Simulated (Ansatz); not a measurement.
## Ge: short molecular dynamics at 300 K

The calculation used DFT PBEsol, scalar-relativistic, plane waves, PAW (Ansatz 0.2.0). Settings: plane waves to 420 eV, k-mesh 4×4×4 (shifted by 0.5, 0.5, 0.5 steps), Fermi–Dirac smearing 0.05 eV. The mesh is coarse. No spin polarisation.

16 atoms, starting at 1.03 times the perfect crystal's volume (space group P6_3/mmc, not the usual structure); Langevin thermostat at 300 K (friction 0.02 fs⁻¹), fixed cell; 47 steps of 3 fs. The run is short and not equilibrated. The crystal has no gap, and so coarse a mesh can leave errors of tens of meV/atom and of a GPa or more.

First frame:

```xyz
16
Lattice="3.8346 0.0000 -6.3112 3.8346 0.0000 6.3112 -3.8346 -6.6418 0.0000" Properties=species:S:1:pos:R:3 pbc="T T T"
Ge    1.9173   -3.3209   -5.8622
Ge    1.9173   -3.3209    0.4490
Ge    3.8346    0.0000   -5.8622
Ge    3.8346    0.0000    0.4490
Ge    3.8346    0.0000   -2.7066
Ge    3.8346    0.0000    3.6046
Ge    1.9173   -3.3209   -2.7066
Ge    1.9173   -3.3209    3.6046
Ge    1.9173   -1.1070   -1.1288
Ge    5.7520   -1.1070   -1.1288
Ge    0.0000   -4.4279   -1.1288
Ge    3.8346   -4.4279   -1.1288
Ge    0.0000   -2.2139    2.0269
Ge    3.8346   -2.2139    2.0269
Ge   -1.9173   -5.5348    2.0269
Ge    1.9173   -5.5348    2.0269
```

```
Mean temperature over the second half                                                                                                                                                     : 272 K
Mean pressure over the second half (kinetic part included)                                                                                                                                : -0.9 GPa
Mean potential energy above the perfect crystal (relaxed, at volume ratio 1; besides heat the difference comes from the volume, 3 % larger; the free energy holds the electrons' entropy) : 32 meV/atom
Mean-square drift of Ge from first to last step (mean shift of all atoms removed)                                                                                                         : 0.04 Å²
```

Pair distribution functions g(r), second half of the run, up to half the cell's height:

```tsv
r (Å)	Ge-Ge
2.35	0.0
2.45	0.2
2.55	2.0
2.65	3.8
2.75	4.1
2.85	1.8
```

Along the run (potential energy from its first value; pressure with the kinetic part):

| t (fs) | T (K) | ΔE_pot (meV/atom) | P (GPa) |
| --- | --- | --- | --- |
| 0.0 | 281 | 0.0 | -1.9 |
| 3.0 | 246 | 0.1 | -1.9 |
| 6.0 | 242 | 0.6 | -1.9 |
| 9.0 | 280 | 1.3 | -1.8 |
| 12.0 | 288 | 2.3 | -1.8 |
| 15.0 | 280 | 3.6 | -1.7 |
| 18.0 | 286 | 5.0 | -1.7 |
| 21.0 | 281 | 6.6 | -1.6 |
| 24.0 | 263 | 8.2 | -1.6 |
| 27.0 | 249 | 9.8 | -1.5 |
| 30.0 | 200 | 11.4 | -1.5 |
| 33.0 | 219 | 12.9 | -1.4 |
| 36.0 | 184 | 14.4 | -1.4 |
| 39.0 | 182 | 15.7 | -1.4 |
| 42.0 | 197 | 17.0 | -1.3 |
| 45.0 | 182 | 18.2 | -1.3 |
| 48.0 | 213 | 19.2 | -1.3 |
| 51.0 | 279 | 19.9 | -1.2 |
| 54.0 | 314 | 20.4 | -1.2 |
| 57.0 | 308 | 20.7 | -1.2 |
| 60.0 | 307 | 21.0 | -1.2 |
| 63.0 | 357 | 21.2 | -1.1 |
| 66.0 | 363 | 21.5 | -1.1 |
| 69.0 | 330 | 21.9 | -1.1 |
| 72.0 | 332 | 22.5 | -1.1 |
| 75.0 | 307 | 23.5 | -1.1 |
| 78.0 | 316 | 24.5 | -1.0 |
| 81.0 | 301 | 25.1 | -1.0 |
| 84.0 | 288 | 25.5 | -1.0 |
| 87.0 | 298 | 25.7 | -1.0 |
| 90.0 | 353 | 26.1 | -1.0 |
| 93.0 | 326 | 26.6 | -1.0 |
| 96.0 | 294 | 27.3 | -1.0 |
| 99.0 | 285 | 27.7 | -1.0 |
| 102.0 | 261 | 27.8 | -1.0 |
| 105.0 | 292 | 27.8 | -0.9 |
| 108.0 | 312 | 27.9 | -0.9 |
| 111.0 | 290 | 28.2 | -0.9 |
| 114.0 | 253 | 28.6 | -0.9 |
| 117.0 | 220 | 28.9 | -0.9 |
| 120.0 | 245 | 29.1 | -0.9 |
| 123.0 | 248 | 29.3 | -0.9 |
| 126.0 | 234 | 29.7 | -0.9 |
| 129.0 | 232 | 30.6 | -0.8 |
| 132.0 | 209 | 31.4 | -0.8 |
| 135.0 | 192 | 32.0 | -0.8 |
| 138.0 | 229 | 32.6 | -0.8 |
| 141.0 | 219 | 33.0 | -0.7 |

Cost: 1 run of about 2.2 core-hours (earlier runs that led there not counted), on Intel Xeon Processor @ 2.50GHz (Skylake/Cascade Lake) (shared hosts).